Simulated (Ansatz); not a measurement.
Ag:
```yaml
crystal:
  lattice:
    - [-2.66475, 2.66475, 1.39175]
    - [2.66475, -2.66475, 1.39175]
    - [2.66475, 2.66475, -1.39175]
  atoms:
    - { symbol: Ag, position: [0.00000, 0.00000, 0.00000] }
    - { symbol: Ag, position: [0.75000, 0.25000, 0.50000] }
```

Relaxed with PBE. Special points in fractions of this cell's reciprocal vectors: Γ (0.000, 0.000, 0.000); X (0.000, 0.000, 0.500); M (-0.500, 0.500, 0.500); Z (0.318, 0.318, -0.318); Z0 (-0.318, 0.682, 0.318); P (0.250, 0.250, 0.250); N (0.000, 0.500, 0.000).

Q: List the band energies nearest the Fermi level at these points for plane-wave PAW PBE (Ansatz code).

A: In eV from the Fermi level; about four levels below and three above (degenerate sets whole), none deeper than 8.9 eV; … stands for higher levels left out; points with the same levels are listed once.

| k | below | above |
|---|---|---|
| Γ | -3.40 -3.40 -2.87 -2.32 | 4.10 4.10 … |
| X | -3.13 -3.13 -2.58 -2.58 | … |
| M | -3.33 -3.33 -0.61 -0.61 | … |
| Z | -4.00 -4.00 -3.62 -3.31 -2.92 | 2.95 3.19 … |
| P | -3.28 -3.28 -2.80 -2.80 | 2.33 2.33 … |
| N | -3.38 -3.17 -2.95 -2.69 | 0.58 2.58 5.30 |

Space group I4_1/amd (β-Sn type). The start of the workflow was typed in or built on a structure type; neither database checked (COD, Materials Project) lists it. It is not the phase usual at ambient conditions (space group No. 225). The cell was relaxed with PBE under the symmetry of its start; its stability against distortions is not shown here. The run is not spin-polarised. Scalar-relativistic: spin–orbit coupling is off unless named, which matters more the heavier the elements.

Potentials: the earlier of the program's two PAW sets.
